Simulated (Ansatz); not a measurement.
## Equation of state of KMgH3 and its gap

A database entry relaxed whole under r2SCAN (Pm-3m):

```
K Mg H
1.0
     3.99314    0.00000    0.00000
     0.00000    3.99314    0.00000
     0.00000    0.00000    3.99314
K Mg H
1 1 3
Direct
  0.00000 0.00000 0.00000
  0.50000 0.50000 0.50000
  0.00000 0.50000 0.50000
  0.50000 0.00000 0.50000
  0.50000 0.50000 0.00000
```

The cell was scaled uniformly, its shape held, and the atoms relaxed at each volume with plane-wave PAW DFT (Ansatz 0.2.0; r2SCAN, 500 eV, 8×8×8 Γ-centred mesh, fermi-dirac occupations of width 0.020 eV; no spin, no spin-orbit coupling). One row is withheld.

```json
{"volume (Å³/atom)": "11.970", "energy over the lowest (meV/atom)": "5.9", "pressure (GPa)": "2.59", "gap over mesh and path (eV)": "3.441"}
{"volume (Å³/atom)": "12.225", "energy over the lowest (meV/atom)": "2.5", "pressure (GPa)": "1.64", "gap over mesh and path (eV)": "3.359"}
{"volume (Å³/atom)": "12.480", "energy over the lowest (meV/atom)": "0.6", "pressure (GPa)": "0.78", "gap over mesh and path (eV)": "3.280"}
{"volume (Å³/atom)": "12.734", "energy over the lowest (meV/atom)": "0.0", "pressure (GPa)": "0.00", "gap over mesh and path (eV)": "3.204"}
{"volume (Å³/atom)": "12.989", "energy over the lowest (meV/atom)": "?", "pressure (GPa)": "?", "gap over mesh and path (eV)": "?"}
{"volume (Å³/atom)": "13.244", "energy over the lowest (meV/atom)": "2.3", "pressure (GPa)": "-1.37", "gap over mesh and path (eV)": "3.062"}
{"volume (Å³/atom)": "13.498", "energy over the lowest (meV/atom)": "4.9", "pressure (GPa)": "-1.97", "gap over mesh and path (eV)": "2.995"}
```

Problem. Fit the pressures of the other rows to the third-order Birch-Murnaghan form.

Solution. With f = [(V₀/V)^(2/3) − 1]/2 and P = 3B₀f(1 + 2f)^(5/2)[1 + 3(B₀′ − 4)f/2], least squares gives V₀ = 12.73 Å³ an atom, B₀ = 37.5 GPa and B₀′ = 3.7; the rows miss the fit by less than 0.01 GPa. The slope of the energies differs from these pressures by less than 0.05 GPa.

Problem. How does the gap move with volume?

Solution. A parabola in ln(V/V₀) through the other rows has the slope dE_g/d ln V = -3.7 eV at V₀, so by B₀ the gap moves by +99 meV a GPa: it widens under pressure.

Problem. What does the withheld row hold?

Solution. The fit gives -0.72 GPa at 12.989 Å³; the run gave -0.72 GPa and 0.6 meV an atom. Its gap is 3.131 eV, against 3.132 eV from the parabola.

Caveats: the shape of the cell was held; 0 K, fixed nuclei; the symmetry was kept, and this need not be the phase that is stable at 0 K; one mesh for all volumes; r2SCAN gaps lie as a rule under measured ones; the slope of the gap can be off by tens of per cent, more where shallow d levels or spin-orbit coupling act on the edges; pressure is positive in compression.
